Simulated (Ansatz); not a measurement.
AgI:
```yaml
crystal:
  lattice:
    - [0.00000, 2.99274, 2.99274]
    - [2.99274, 0.00000, 2.99274]
    - [2.99274, 2.99274, 0.00000]
  atoms:
    - { symbol: Ag, position: [0.00000, 0.00000, 0.00000] }
    - { symbol: I, position: [0.50000, 0.50000, 0.50000] }
```

PBEsol in the plane-wave PAW code Ansatz gives a gap of 0.38 eV without spin–orbit coupling, maximum at L, minimum at X.

### Question
What happens when spin–orbit coupling is switched on?

### Answer
The gap decreases by 0.24 eV, to 0.14 eV; maximum at L, minimum at X.

### Question
Give the electron effective mass with spin–orbit coupling.

### Answer
0.21, 0.21, 0.44 mₑ (principal values).

### Question
Give the hole effective mass with spin–orbit coupling.

### Answer
0.24, 0.24, 0.92 mₑ (principal values).

Space group Fm-3m (rock salt). This is a known high-pressure phase of the composition, computed here at zero pressure and temperature. The cell was relaxed with PBEsol under the symmetry of its start; whether a distortion lowers the energy is not shown. No spin polarisation was allowed.

Potentials: the earlier of the program's two PAW sets.
